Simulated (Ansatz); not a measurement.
BP:
```
BP
1.0
    0.00000     2.26197     2.26197
    2.26197     0.00000     2.26197
    2.26197     2.26197     0.00000
P B
1 1
Direct
  0.75000   0.75000   0.75000
  0.00000   0.00000   0.00000
```

Relaxed with HSE06.

Question: Give the Bader charges and basin volumes of the independent atoms, HSE06 in the plane-wave PAW code Ansatz.

Answer: 

```json
[
 {"atom": "P1", "Bader charge (e)": "-0.61", "Bader volume (Å³)": "16.7"},
 {"atom": "B2", "Bader charge (e)": "+0.61", "Bader volume (Å³)": "6.5"}
]
```

Space group F-43m (zinc blende). Symmetry was held in the HSE06 relaxation.

Potentials: the later of the program's two PAW sets.
